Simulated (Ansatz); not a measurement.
**BaMg2N2 (I4/mcm), zone-centre modes**

These are results of DFT PBEsol, scalar-relativistic, plane waves, PAW in Ansatz 0.2.0, not measurements. Settings: plane waves to 420 eV, k-mesh 6×6×6 (Γ-centred), Gaussian smearing 0.05 eV. No spin polarisation.

The starting cell (relaxed at this level; it needn't be the usual structure):

```yaml
crystal:
  lattice:
    - [-3.42128, 3.42128, 3.73106]
    - [3.42128, -3.42128, 3.73106]
    - [3.42128, 3.42128, -3.73106]
  atoms:
    - { symbol: Ba, position: [0.25000, 0.25000, 0.00000] }
    - { symbol: Ba, position: [0.75000, 0.75000, 0.00000] }
    - { symbol: Mg, position: [0.87164, 0.37164, 0.24329] }
    - { symbol: Mg, position: [0.12836, 0.62836, 0.75671] }
    - { symbol: Mg, position: [0.37164, 0.12836, 0.50000] }
    - { symbol: Mg, position: [0.62836, 0.87164, 0.50000] }
    - { symbol: N, position: [0.33220, 0.83220, 0.16440] }
    - { symbol: N, position: [0.66780, 0.16780, 0.83560] }
    - { symbol: N, position: [0.83220, 0.66780, 0.50000] }
    - { symbol: N, position: [0.16780, 0.33220, 0.50000] }
```

Harmonic modes by finite displacements of 0.02 Å, without the LO–TO term.

At this geometry, is the structure stable against these modes?

No: 4 modes are unstable, the strongest at 92i cm⁻¹.

List the wavenumbers in cm⁻¹.

92i, 92i, 85i, 50i, 0, 0, 0, 38, 40, 40, 91, 91, 141, 210, 245, 245, 268, 289, 360, 360, 396, 423, 440, 458, 458, 515, 688, 688, 707, 748.

Cost: 1 run of about 2.2 core-minutes, on AMD EPYC 9R45 (Zen 5) (shared hosts).